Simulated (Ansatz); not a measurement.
Input and command of a plane-wave DFT calculation in Ansatz:

```yaml
crystal:
  lattice:
    - [-1.62691493, 1.62691493, 1.214703462]
    - [1.62691493, -1.62691493, 1.214703462]
    - [1.62691493, 1.62691493, -1.214703462]
  atoms:
    - { symbol: Si, position: [0.0, 0.0, 0.0] }
basis:
  ecutwfc: 500
kpoints:
  mp_grid: { grid: [22, 22, 22] }
hamiltonian:
  xc: r2scan
scf:
  occupations: { method: gaussian, width: 0.15 }
output:
  forces: true
  stress: true
  eigenvalues: true
  write_density: true
  write_potential: true
  elf: true
  volumetric_format: npy
```

```bash
ansatz run input.yaml --threads 1 --pin off --max-ram 2560MiB --backend cpu --events-out ev --progress --plain --runs-dir out
```

Processor: Intel(R) Xeon(R) 6975P-C (Granite Rapids), 1 thread, on a host shared with other jobs.

Task: Estimate time, memory and problem size.

Result: About 7.1 s on 1 thread of Intel(R) Xeon(R) 6975P-C (Granite Rapids) (shared host), peak memory 0.46 GiB. It solves 6 bands at 834 k points (the mesh reduced by the symmetry that the task leaves, which can be less than the crystal's) with about 333 plane waves, in 6 SCF iterations.
